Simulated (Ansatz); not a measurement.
ZrO2:
```
CELL_PARAMETERS angstrom
      4.85132     0.00000     0.00000
      0.00000     4.85132     0.00000
      0.00000     0.00000     3.24025
ATOMIC_POSITIONS crystal
  Zr 0.00000 0.00000 0.00000
  Zr 0.50000 0.50000 0.50000
  O  0.69429 0.30571 0.00000
  O  0.30571 0.69429 0.00000
  O  0.19429 0.19429 0.50000
  O  0.80571 0.80571 0.50000
```

PBEsol (plane waves, PAW; program Ansatz) gives a gap of 3.59 eV without spin–orbit coupling, maximum at Γ, minimum at R.

Task: What happens when spin–orbit coupling is switched on?

Result: The gap falls by 0.01 eV, to 3.58 eV; maximum at Γ, minimum at R.

Task: Give the electron effective mass with spin–orbit coupling.

Result: 0.57, 0.83, 1.1 mₑ (principal values).

Task: Give the hole effective mass with spin–orbit coupling.

Result: 1.8, 1.8, 2.2 mₑ (principal values).

Space group P4_2/mnm (rutile). The first step of the workflow began from a Materials Project structure, measured or hypothetical; the Crystallography Open Database copy checked does not list it. It is not the phase usual at ambient conditions (space group No. 14). The cell was relaxed with PBEsol under the symmetry of its start; whether a distortion lowers the energy is not shown. No spin polarisation was allowed.

Potentials: the later of the program's two PAW sets.
